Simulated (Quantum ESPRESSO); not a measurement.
Simulation results for AlSiGeN3O (made-up cell, one site empty)

Calculation on a made-up crystal cell, not a measurement: periodic Kohn-Sham density functional theory in plane waves with PseudoDojo standard norm-conserving scalar-relativistic pseudopotentials, each functional with its own files (v0.5 for PBE, v0.4.1 for LDA and PBEsol), no spin polarisation, no spin-orbit coupling, atoms not relaxed, stress positive in tension, energies less a fixed whole-eV offset for each atom's element; levels are Kohn-Sham levels at fractions of this cell's reciprocal vectors, counted from the reference band (half the neutral cell's valence electrons, rounded up) at Gamma; error bars cover cutoff and k-mesh only, not smearing or the files; each bar is the largest change over components, and at least 0.002 eV, 0.002 eV per angstrom or 0.02 GPa; added strain carries the atoms with the cell, and shear is the tensor component; energies are for the whole cell, and the offsets were chosen from early runs and are not element reference energies. Program: Quantum ESPRESSO 7.5.

Common to all runs: lattice type wurtzite; empty site 3; functional pbe; cutoff 1143 eV; fermi dirac smearing 0.025 eV; scf tolerance 1e-07 eV; electrons removed 0; added strain kind zz; k mesh 6 x 4 x 4, shifted by half a step.

(1) AlSiGeN3O (made-up cell, one site empty)

Unstrained structure:
```
cell vectors (Å)
   3.0840    -0.0155     0.0199
  -0.0269     5.3182     0.0011
   0.0325     0.0011     5.0310
atoms (fractions of the cell vectors)
Si -0.03782 -0.00648 -0.00448
Al  0.48277  0.48411 -0.00154
Ge -0.02953  0.65661  0.50894
O   0.02182  0.02554  0.39657
N   0.50071  0.49467  0.37243
N   0.50789  0.18518  0.87889
N  -0.02289  0.65922  0.88075
```

| Property | Result |
| --- | --- |
| added strain | -0.0085 |
| structure shown | before the added strain of -0.0085 |
| free energy less offsets | 2.487 eV |
| scf iterations | 13 |
| smearing term minus ts | 0 eV |
| pressure | -7.556 GPa |
| stress xx | 8.41 GPa |
| stress yy | 7.604 GPa |
| stress zz | 6.653 GPa |
| stress yz | -5.075 GPa |
| stress xz | 0.954 GPa |
| stress xy | -2.639 GPa |
| reference band | 21 |
| error bar energy | 0.002 eV |
| error bar stress | 0.02 GPa |
| error bar force | 0.002561 eV/Å |
| error bar next band up | 0.002 eV |
| error bars from | tighter rerun of a related cell |

Atoms:
```csv
atoms element,atom site,atom energy offset (eV)
Si,1,-115
Al,2,-64
Ge,4,-2430
O,5,-452
N,6,-283
N,7,-283
N,8,-283
```

Forces:
```csv
site,x (eV/Å),y (eV/Å),z (eV/Å)
1,1.016,3.143,1.854
2,-0.4535,1.688,2.056
4,1.575,1.587,-2.964
5,-0.6154,-3.661,-3.27
6,-1.485,1.71,0.615
7,-0.445,-6.689,0.8954
8,0.4073,2.223,0.8135
```

Levels:
```csv
level k point,next band up (eV)
Gamma,1.662
"(1/2,1/2,1/2)",2.569
"(0.15,0,0)",2.59
"(0,0.15,0)",2.005
"(0,0,0.15)",2.072
```

(2) AlSiGeN3O (made-up cell, one site empty)

Structure as in entry 1.

| Property | Result |
| --- | --- |
| added strain | -0.0044 |
| structure shown | before the added strain of -0.0044 |
| free energy less offsets | 2.502 eV |
| scf iterations | 13 |
| smearing term minus ts | 0 eV |
| pressure | -8.126 GPa |
| stress xx | 8.519 GPa |
| stress yy | 7.77 GPa |
| stress zz | 8.09 GPa |
| stress yz | -5.038 GPa |
| stress xz | 0.9522 GPa |
| stress xy | -2.615 GPa |
| reference band | 21 |
| error bar energy | 0.002 eV |
| error bar stress | 0.02 GPa |
| error bar force | 0.002561 eV/Å |
| error bar next band up | 0.002 eV |
| error bars from | tighter rerun of a related cell |

Atoms:
```csv
atoms element,atom site,atom energy offset (eV)
Si,1,-115
Al,2,-64
Ge,4,-2430
O,5,-452
N,6,-283
N,7,-283
N,8,-283
```

Forces:
```csv
site,x (eV/Å),y (eV/Å),z (eV/Å)
1,1.01,3.095,1.831
2,-0.4477,1.712,2.126
4,1.568,1.587,-2.893
5,-0.6117,-3.645,-3.259
6,-1.477,1.698,0.5463
7,-0.4448,-6.659,0.9185
8,0.4027,2.213,0.7297
```

Levels:
```csv
level k point,next band up (eV)
Gamma,1.616
"(1/2,1/2,1/2)",2.522
"(0.15,0,0)",2.539
"(0,0.15,0)",1.96
"(0,0,0.15)",2.028
```

(3) AlSiGeN3O (made-up cell, one site empty)

Structure as in entry 1.

| Item | Value |
| --- | --- |
| added strain | 0.0034 |
| structure shown | before the added strain of 0.0034 |
| free energy less offsets | 2.54 eV |
| scf iterations | 13 |
| smearing term minus ts | 0 eV |
| pressure | -9.149 GPa |
| stress xx | 8.71 GPa |
| stress yy | 8.066 GPa |
| stress zz | 10.67 GPa |
| stress yz | -4.97 GPa |
| stress xz | 0.9461 GPa |
| stress xy | -2.571 GPa |
| reference band | 21 |
| error bar energy | 0.002 eV |
| error bar stress | 0.02 GPa |
| error bar force | 0.002561 eV/Å |
| error bar next band up | 0.002 eV |
| error bars from | tighter rerun of this cell |

Atoms:
```csv
atoms element,atom site,atom energy offset (eV)
Si,1,-115
Al,2,-64
Ge,4,-2430
O,5,-452
N,6,-283
N,7,-283
N,8,-283
```

Forces:
```csv
site,x (eV/Å),y (eV/Å),z (eV/Å)
1,0.9996,3.006,1.785
2,-0.4373,1.756,2.249
4,1.553,1.586,-2.772
5,-0.6044,-3.614,-3.234
6,-1.461,1.675,0.4266
7,-0.4444,-6.603,0.9617
8,0.3947,2.194,0.5842
```

Levels:
```csv
level k point,next band up (eV)
Gamma,1.527
"(1/2,1/2,1/2)",2.432
"(0.15,0,0)",2.44
"(0,0.15,0)",1.873
"(0,0,0.15)",1.942
```

(4) AlSiGeN3O (made-up cell, one site empty)

Structure as in entry 1.

| Quantity | Value |
| --- | --- |
| added strain | 0.014 |
| structure shown | before the added strain of 0.014 |
| free energy less offsets | 2.607 eV |
| scf iterations | 13 |
| smearing term minus ts | 0 eV |
| pressure | -10.43 GPa |
| stress xx | 8.942 GPa |
| stress yy | 8.442 GPa |
| stress zz | 13.9 GPa |
| stress yz | -4.884 GPa |
| stress xz | 0.9295 GPa |
| stress xy | -2.515 GPa |
| reference band | 21 |
| error bar energy | 0.002 eV |
| error bar stress | 0.02 GPa |
| error bar force | 0.002561 eV/Å |
| error bar next band up | 0.002 eV |
| error bars from | tighter rerun of a related cell |

Atoms:
```csv
atoms element,atom site,atom energy offset (eV)
Si,1,-115
Al,2,-64
Ge,4,-2430
O,5,-452
N,6,-283
N,7,-283
N,8,-283
```

Forces:
```csv
site,x (eV/Å),y (eV/Å),z (eV/Å)
1,0.984,2.887,1.712
2,-0.4238,1.813,2.388
4,1.532,1.585,-2.632
5,-0.5941,-3.572,-3.193
6,-1.439,1.644,0.2842
7,-0.4433,-6.527,1.023
8,0.3842,2.17,0.4171
```

Levels:
```csv
level k point,next band up (eV)
Gamma,1.406
"(1/2,1/2,1/2)",2.309
"(0.15,0,0)",2.305
"(0,0.15,0)",1.753
"(0,0,0.15)",1.824
```

(5) AlSiGeN3O (made-up cell, one site empty)

Structure as in entry 1.

| Quantity | Value |
| --- | --- |
| added strain | 0.0184 |
| structure shown | before the added strain of 0.0184 |
| free energy less offsets | 2.64 eV |
| scf iterations | 13 |
| smearing term minus ts | 0 eV |
| pressure | -10.93 GPa |
| stress xx | 9.031 GPa |
| stress yy | 8.591 GPa |
| stress zz | 15.16 GPa |
| stress yz | -4.849 GPa |
| stress xz | 0.9215 GPa |
| stress xy | -2.492 GPa |
| reference band | 21 |
| error bar energy | 0.002 eV |
| error bar stress | 0.02 GPa |
| error bar force | 0.002561 eV/Å |
| error bar next band up | 0.002 eV |
| error bars from | tighter rerun of a related cell |

Atoms:
```csv
atoms element,atom site,atom energy offset (eV)
Si,1,-115
Al,2,-64
Ge,4,-2430
O,5,-452
N,6,-283
N,7,-283
N,8,-283
```

Forces:
```csv
site,x (eV/Å),y (eV/Å),z (eV/Å)
1,0.9772,2.839,1.679
2,-0.4185,1.835,2.438
4,1.524,1.583,-2.583
5,-0.5897,-3.554,-3.173
6,-1.43,1.632,0.2326
7,-0.4427,-6.494,1.05
8,0.38,2.16,0.357
```

Levels:
```csv
level k point,next band up (eV)
Gamma,1.355
"(1/2,1/2,1/2)",2.258
"(0.15,0,0)",2.248
"(0,0.15,0)",1.703
"(0,0,0.15)",1.775
```

(6) AlSiGeN3O (made-up cell, one site empty)

Structure as in entry 1.

| Quantity | Value |
| --- | --- |
| added strain | 0.0212 |
| structure shown | before the added strain of 0.0212 |
| free energy less offsets | 2.663 eV |
| scf iterations | 13 |
| smearing term minus ts | 0 eV |
| pressure | -11.23 GPa |
| stress xx | 9.087 GPa |
| stress yy | 8.684 GPa |
| stress zz | 15.92 GPa |
| stress yz | -4.828 GPa |
| stress xz | 0.9138 GPa |
| stress xy | -2.476 GPa |
| reference band | 21 |
| error bar energy | 0.002 eV |
| error bar stress | 0.02 GPa |
| error bar force | 0.002561 eV/Å |
| error bar next band up | 0.002 eV |
| error bars from | tighter rerun of a related cell |

Atoms:
```csv
atoms element,atom site,atom energy offset (eV)
Si,1,-115
Al,2,-64
Ge,4,-2430
O,5,-452
N,6,-283
N,7,-283
N,8,-283
```

Forces:
```csv
site,x (eV/Å),y (eV/Å),z (eV/Å)
1,0.9732,2.808,1.658
2,-0.415,1.849,2.466
4,1.518,1.582,-2.554
5,-0.5867,-3.543,-3.16
6,-1.424,1.625,0.2037
7,-0.4426,-6.474,1.065
8,0.3772,2.153,0.3214
```

Levels:
```csv
level k point,next band up (eV)
Gamma,1.322
"(1/2,1/2,1/2)",2.225
"(0.15,0,0)",2.212
"(0,0.15,0)",1.67
"(0,0,0.15)",1.743
```
